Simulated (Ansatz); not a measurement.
Sc$_{2}$AlC in space group P6_3/mmc (No. 194; Sc on 4f, Al on 2d, C on 2a), r²SCAN (plane waves, PAW; program Ansatz), all energies at zero smearing, with the estimated change up to a 700 eV cutoff added, with one set of potentials and settings (totals compare only within such a set). Cell of 8 atoms (4 Sc, 2 Al, 2 C): -10150.800 eV.

| element | reference phase | E (eV/atom) |
|---|---|---|
| Sc | P6_3/mmc, 2 atoms in the cell | -2140.5738 |
| Al | Fm-3m, 1 atoms in the cell | -540.4083 |
| C | P6_3/mmc, 4 atoms in the cell | -251.6711 |

Formation energy per atom, worked out: (-10150.800 − 4×(-2140.5738) − 2×(-540.4083) − 2×(-251.6711))/8 = -0.543 eV/atom (-52 kJ per mol of atoms), at 0 K, without zero-point energy or fitted corrections.

The workflow started from a Materials Project entry (that database holds measured and hypothetical structures alike); the Crystallography Open Database copy checked does not list it. Its standing as an ambient phase is unchecked. Symmetry was held in the r²SCAN relaxation; of distortions, only those at the zone centre were tested. The run is not spin-polarised. The references are the lowest solids computed at this level, not always the standard phases.

Potentials: the later of the program's two PAW sets.
